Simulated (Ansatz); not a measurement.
VBiO$_{4}$:
```yaml
crystal:
  lattice:
    - [-2.56066, 2.56066, 5.81072]
    - [2.56066, -2.56066, 5.81072]
    - [2.56066, 2.56066, -5.81072]
  atoms:
    - { symbol: Bi, position: [0.75000, 0.25000, 0.50000] }
    - { symbol: Bi, position: [0.00000, 0.00000, 0.00000] }
    - { symbol: V, position: [0.25000, 0.75000, 0.50000] }
    - { symbol: V, position: [0.50000, 0.50000, 0.00000] }
    - { symbol: O, position: [0.07976, 0.96782, 0.39011] }
    - { symbol: O, position: [0.57771, 0.68965, 0.60989] }
    - { symbol: O, position: [0.71782, 0.82771, 0.38806] }
    - { symbol: O, position: [0.43965, 0.32976, 0.61194] }
    - { symbol: O, position: [0.67024, 0.28218, 0.10989] }
    - { symbol: O, position: [0.17229, 0.56035, 0.89011] }
    - { symbol: O, position: [0.03218, 0.42229, 0.11194] }
    - { symbol: O, position: [0.31035, 0.92024, 0.88806] }
```

Relaxed with r²SCAN.

Task: Map the valence electron density (e/Å³), cut off at 1 on the plane through (0.750, 0.250, 0.500) spanned by u = [1, -1, 0] and v = [1, 1, -1] in lattice vectors, from DFT-r²SCAN in the program Ansatz with PAW potentials.

Result: x is the fraction of u, y of v (the angle between them is 90°; rows are the nearest grid lines); atoms in the plane: Bi at (0.00, 0.00), Bi at (0.75, 0.50), V at (0.50, 0.00), V at (0.25, 0.50), O at (0.80, 0.89), O at (0.95, 0.61).
```
|@@@@@*:..::--=@@@@@@@@@=--::..:*@@@@@|
|@@*=:...      .:-=+=:.     ...::-=*@@|
|....::--::.   ......     .-*@@@#=::..|
|   .:-=++=:.           .:*@@@@@@@*:  |
|     ..::::..     .........::::..    |
|    ..::::..   .:+@@@@@+:.           |
|  ..-*%@%*-..  ..-*%@%*-..           |
| ..:-+#%#+:.   ..:::..               |
|@*-.           ..::-::..     .:+@@@@@|
|@@+:            .:=***=:.   .:+@@@@@@|
|*-.     ......   .::--:......::=#@@@*|
|    .=@@@@@@@=.      .=%@@@@@@@@=..  |
|#@@@@@@@@@@@@@@@@@@*=-=@@@@@@@@%=:-=#|
|=*##+-:.  .:=@@@@@@@=..  .......  .:=|
|.....       .:-+*+=:.     ...:..    .|
|....           ......      ..........|
|@@@@@@-.     ..:---:..          .:+@@|
|*%@%+-..            ..-+%@%*-.    .-*|
| .............      .=@@@@@@@=:      |
|      .::--::.       .:+#%%*-:.      |
|..       ....                  .::::.|
|...  ..=@@@@@@@=:.  .:-+##*=:.. .....|
|@@*=::-*@@@@@@@@+====+#@@@@@*-:.:=*@@|
|@@@@@*:..::--=@@@@@@@@@=--::..:*@@@@@|
```
Scale: ten equal steps from 0.025 (start of ' ') to 1.00 (end of '@'), in the order ' .:-=+*#%@'; x runs from 0.000 to 1.00, y from 0.000 (bottom) to 1.00 (top).

The density is the valence pseudo-density with augmentation charge, so density and ELF within about 1 Å of a nucleus are not all-electron values.

Space group I4_1/a. The cell was relaxed with r²SCAN under the symmetry of its start. The workflow began spin-polarised and lost its moments. No Hubbard U is applied. Spin–orbit coupling is left out wherever it is not named.

Potentials: the later of the program's two PAW sets.
